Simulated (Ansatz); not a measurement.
Density of states of Ru

```
Ru
1.0
     2.70580    0.00000    0.00000
    -1.35290    2.34329    0.00000
     0.00000    0.00000    4.28190
Ru
2
Direct
  0.33333 0.66667 0.25000
  0.66667 0.33333 0.75000
```

The geometry is COD entry 9017842, unchecked; take it as a test cell.

The calculation used DFT, PBEsol, all-electron LAPW, scalar-relativistic (Ansatz 0.2.0).

The runs use a Γ-centred 14×14×8 k mesh, Fermi–Dirac smearing of 0.03 eV, basis error target 0.5 meV/atom, no spin polarisation.

States per eV and cell, averaged over 0.6 eV, from -8.2 to 6.6 eV, with energies (bin centres) from the Fermi level; empty bins are left out. The partial columns, the largest 4 alone, are projections on Löwdin-orthogonalised atomic shells (those that the program's projection atoms carry: the occupied ones and, for some elements, an empty d or f shell; other empty shells have no column), summed over atoms of an element. Weights on diffuse s and p shells depend on that basis and aren't pure angular character.

| E (eV) | total | Ru 4d | Ru 5s | Ru 4p | Ru 4s |
| --- | --- | --- | --- | --- | --- |
| -8.0 | 0.02 | 0.00 | 0.02 | 0.00 | 0.00 |
| -7.4 | 0.10 | 0.00 | 0.09 | 0.00 | 0.01 |
| -6.8 | 0.18 | 0.01 | 0.15 | 0.00 | 0.01 |
| -6.2 | 0.99 | 0.65 | 0.31 | 0.01 | 0.02 |
| -5.6 | 3.10 | 2.55 | 0.51 | 0.02 | 0.02 |
| -5.0 | 2.38 | 2.08 | 0.27 | 0.02 | 0.01 |
| -4.4 | 2.49 | 2.27 | 0.18 | 0.02 | 0.00 |
| -3.8 | 2.85 | 2.65 | 0.16 | 0.02 | 0.00 |
| -3.2 | 1.85 | 1.73 | 0.09 | 0.01 | 0.00 |
| -2.6 | 3.18 | 2.98 | 0.15 | 0.02 | 0.00 |
| -2.0 | 3.20 | 2.99 | 0.15 | 0.01 | 0.00 |
| -1.4 | 2.98 | 2.74 | 0.17 | 0.01 | 0.00 |
| -0.8 | 1.83 | 1.66 | 0.11 | 0.01 | 0.00 |
| -0.2 | 1.71 | 1.57 | 0.08 | 0.00 | 0.00 |
| 0.4 | 1.73 | 1.64 | 0.06 | 0.00 | 0.00 |
| 1.0 | 2.64 | 2.53 | 0.08 | 0.00 | 0.00 |
| 1.6 | 3.59 | 3.46 | 0.11 | 0.00 | 0.00 |
| 2.2 | 0.61 | 0.41 | 0.16 | 0.00 | 0.00 |
| 2.8 | 0.52 | 0.26 | 0.19 | 0.00 | 0.00 |
| 3.4 | 0.53 | 0.21 | 0.22 | 0.00 | 0.01 |
| 4.0 | 0.51 | 0.16 | 0.22 | 0.00 | 0.01 |
| 4.6 | 0.46 | 0.11 | 0.20 | 0.00 | 0.01 |
| 5.2 | 0.44 | 0.08 | 0.19 | 0.00 | 0.01 |
| 5.8 | 0.42 | 0.06 | 0.16 | 0.00 | 0.01 |
| 6.4 | 0.45 | 0.05 | 0.16 | 0.00 | 0.01 |

Problem. Which of the resolved shells contributes most within 0.3 eV of the Fermi level?

Solution. Ru 4d, with 93 % of all states there; Ru 5s follows with 4 %.

Problem. Where is the centre of the filled Ru 4d states between -14 eV and the top of the filled states?

Solution. -3.08 eV from the Fermi level.
